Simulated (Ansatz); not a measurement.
Task: Each is relaxed and computed with DFT-LDA in the program Ansatz with PAW potentials. Which is the only one with a gap?
A. GaS, R-3m (Ga on 6c, S on 6c)
B. RuC, R-3m (Ru on 6c, C on 6c)
C. GaSb, Immm (Ga on 2a, Sb on 2c)
D. Ga2BiAs, R3m (Ga on 3a, Ga on 3a, Bi on 3a, As on 3a)

Result: A, GaS, R-3m (Ga on 6c, S on 6c). GaS: gap 1.40 eV (indirect); GaSb: metal; Ga2BiAs: metal; RuC: metal. Not the usual ambient phase: GaSb, Immm (Ga on 2a, Sb on 2c). Standing as an ambient phase not checked: GaS, R-3m (Ga on 6c, S on 6c); Ga2BiAs, R3m (Ga on 3a, Ga on 3a, Bi on 3a, As on 3a); RuC, R-3m (Ru on 6c, C on 6c). Weakly bound layers, chains or molecules computed without a dispersion correction, so cells and soft constants are ill determined: GaS, R-3m (Ga on 6c, S on 6c). All cells were relaxed under the symmetry of their starts (and spin orders); stability against distortions was not tested throughout. Rows with no word on spin ran without spin polarisation. Spin–orbit coupling is left out wherever it is not named.

Potentials: the later of the program's two PAW sets.
